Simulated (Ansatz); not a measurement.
Au (hcp): energy against volume

Computed with DFT, LDA (PW92), plane waves (420 eV) with PAW, scalar-relativistic (Ansatz). (PAW data from PBE, frozen cores regenerated.)

The cell is scaled uniformly from the relaxed one, with fractional coordinates and shape fixed. Energies are extrapolated to zero smearing, pressures are those at the given smearing. Magnetic state: spin not included.

A Birch-Murnaghan fit gives V₀ = 16.59 Å³/atom, B₀ = 191 GPa, B₀′ = 5.8.

(1) What are the energy above the minimum and the pressure at 14.593 Å³/atom?

(2) What are the energy above the minimum and the pressure at 15.257 Å³/atom?

(3) What are the energy above the minimum and the pressure at 17.247 Å³/atom?

Answers

(1) 190.7 meV/atom and 35.45 GPa as computed.

(2) 76.8 meV/atom and 20.42 GPa as computed.

(3) 14.4 meV/atom and -6.64 GPa as computed.
